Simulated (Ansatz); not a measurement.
Relaxed-ion elastic tensor of SiGeC₂ in space group P-4m2 (No. 115; Si on 1a, C on 2g, Ge on 1c) in GPa (Voigt order), DFT-PBEsol in the program Ansatz with PAW potentials; density 4.67 g/cm³, 11.09 Å³ per atom.

```
 460  27.4   127   0.0   0.0   0.0
27.4   460   127   0.0   0.0   0.0
 127   127   351   0.0   0.0   0.0
 0.0   0.0   0.0   213   0.0   0.0
 0.0   0.0   0.0   0.0   213   0.0
 0.0   0.0   0.0   0.0   0.0   117
```

Question: Is the crystal mechanically stable?

Answer: Yes: the smallest eigenvalue of C is 117 GPa.

Question: Work out the Voigt, Reuss and Hill averages.

Answer: K_V = 204, K_R = 204, K_H = 204; G_V = 174, G_R = 159, G_H = 167 GPa.

Question: Give Young's modulus, Poisson's ratio, Pugh's ratio and the universal anisotropy index.

Answer: E = 9KG/(3K + G) = 393 GPa; ν = 0.18; K/G = 1.22 (brittle by the Pugh limit of 1.75); A_U = 5G_V/G_R + K_V/K_R − 6 = 0.47.

Question: Estimate the sound speeds and the Debye temperature.

Answer: v_l = √((K + 4G/3)/ρ) = 9560 m/s, v_t = √(G/ρ) = 5980 m/s, mean 6580 m/s; Θ = (h/k)(3n/4πV)^(1/3) v_m = 879 K.

Question: How much does each axis shrink under pressure?

Answer: Linear compressibilities β_i = Σ_j S_ij (j = 1 to 3): x 1.6, y 1.6, z 1.7 per TPa.

The start of the workflow was typed in or built on a structure type; neither database checked (COD, Materials Project) lists it. Its standing as an ambient phase is unchecked. The cell was relaxed with PBEsol under the symmetry of its start; whether a distortion lowers the energy is not shown.

Potentials: the earlier of the program's two PAW sets. The files were generated under PBE; for other functionals the program regenerates the frozen cores, and for LDA and PBEsol the local potential too.
